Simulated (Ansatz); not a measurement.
PbO:
```cif
data_O2Pb2
_chemical_formula_sum 'Pb2 O2'
_space_group_name_H-M_alt 'P4/nmm :1'
_space_group_IT_number 129
_space_group_name_Hall 'P 4ab 2ab -1ab'
_cell_length_a 4.03416
_cell_length_b 4.03416
_cell_length_c 4.99633
_cell_angle_alpha 90.000
_cell_angle_beta 90.000
_cell_angle_gamma 90.000
loop_
_space_group_symop_operation_xyz
  'x, y, z'
  '-y+1/2, x+1/2, z'
  '-x, -y, z'
  'y+1/2, -x+1/2, z'
  'x+1/2, -y+1/2, -z'
  '-y, -x, -z'
  '-x+1/2, y+1/2, -z'
  'y, x, -z'
  '-x+1/2, -y+1/2, -z'
  'y, -x, -z'
  'x+1/2, y+1/2, -z'
  '-y, x, -z'
  '-x, y, z'
  'y+1/2, x+1/2, z'
  'x, -y, z'
  '-y+1/2, -x+1/2, z'
loop_
_atom_site_label
_atom_site_type_symbol
_atom_site_symmetry_multiplicity
_atom_site_Wyckoff_symbol
_atom_site_fract_x
_atom_site_fract_y
_atom_site_fract_z
_atom_site_occupancy
Pb1 Pb 2 c 0.50000 0.00000 0.23763 1
O1 O 2 a 0.00000 0.00000 0.00000 1
```

Relaxed with PBE+D3(BJ).

Which orbitals make up the states near the band edges in plane-wave PAW PBE+D3(BJ) (Ansatz code)?

Top 1 eV of the valence band: O 2p 64 %, Pb 6s 18 %, Pb 6p 15 %. Bottom 1 eV of the conduction band: Pb 6p 70 %, O 2s 9 %, O 2p 9 %, Pb 6s 7 %, outside the projected shells 5 %. Projections are on Löwdin-orthogonalised atomic valence shells; empty p or d shells of many metals are not among them.

Tabulate the density of states.

States/eV per cell of 4 atoms, in 0.25 eV bins, energy from the valence-band maximum.

```csv
E (eV),total,O 2p,Pb 6p,Pb 6s
-7.85,3.42,1.00,0.11,2.25
-7.60,2.90,0.82,0.09,1.92
-7.35,2.53,0.69,0.07,1.68
-7.10,1.56,0.40,0.04,1.02
-6.85,1.16,0.26,0.05,0.76
-6.60,1.05,0.19,0.06,0.70
-6.35,0.75,0.13,0.04,0.50
-6.10,0.53,0.10,0.03,0.35
-5.85,0.39,0.07,0.02,0.26
-5.60,0.29,0.05,0.01,0.20
-5.35,0.22,0.03,0.01,0.15
-5.10,0.15,0.02,0.01,0.11
-4.85,0.10,0.01,0.00,0.07
-4.60,0.16,0.08,0.05,0.03
-4.35,0.95,0.59,0.32,0.01
-4.10,2.68,1.80,0.75,0.05
-3.85,2.99,2.07,0.79,0.04
-3.60,2.81,1.99,0.71,0.03
-3.35,2.96,2.18,0.67,0.03
-3.10,2.73,2.08,0.56,0.02
-2.85,1.24,0.97,0.23,0.00
-2.60,2.26,1.81,0.37,0.01
-2.35,3.38,2.61,0.63,0.05
-2.10,3.23,2.46,0.58,0.12
-1.85,4.10,2.90,0.76,0.36
-1.60,3.71,2.71,0.58,0.34
-1.35,4.68,3.70,0.57,0.33
-1.10,4.94,3.85,0.57,0.43
-0.85,2.10,1.37,0.39,0.32
-0.60,1.50,0.95,0.26,0.26
-0.35,0.93,0.58,0.12,0.21
-0.10,0.67,0.43,0.04,0.17
0.15,0.00,0.00,0.00,0.00
0.40,0.00,0.00,0.00,0.00
0.65,0.00,0.00,0.00,0.00
0.90,0.00,0.00,0.00,0.00
1.15,0.00,0.00,0.00,0.00
1.40,0.03,0.00,0.02,0.00
1.65,0.15,0.01,0.11,0.00
1.90,0.25,0.02,0.18,0.01
2.15,0.49,0.05,0.33,0.05
2.40,1.22,0.14,0.84,0.09
2.65,1.89,0.27,1.25,0.10
2.90,2.86,0.50,1.79,0.23
3.15,3.24,0.66,1.95,0.33
3.40,3.26,0.75,1.88,0.37
3.65,2.06,0.48,1.19,0.24
3.90,0.57,0.09,0.42,0.02
4.15,1.17,0.19,0.86,0.03
4.40,1.20,0.19,0.88,0.03
4.65,1.32,0.20,0.96,0.03
4.90,1.47,0.22,1.06,0.03
5.15,1.70,0.24,1.18,0.04
5.40,2.45,0.32,1.62,0.07
5.65,1.95,0.22,1.44,0.04
5.90,1.83,0.19,1.40,0.03
6.15,1.63,0.17,1.25,0.02
```

Symmetry was held in the PBE+D3(BJ) relaxation. Scalar-relativistic: spin–orbit coupling is off unless named, which matters more the heavier the elements.

Potentials: the later of the program's two PAW sets.
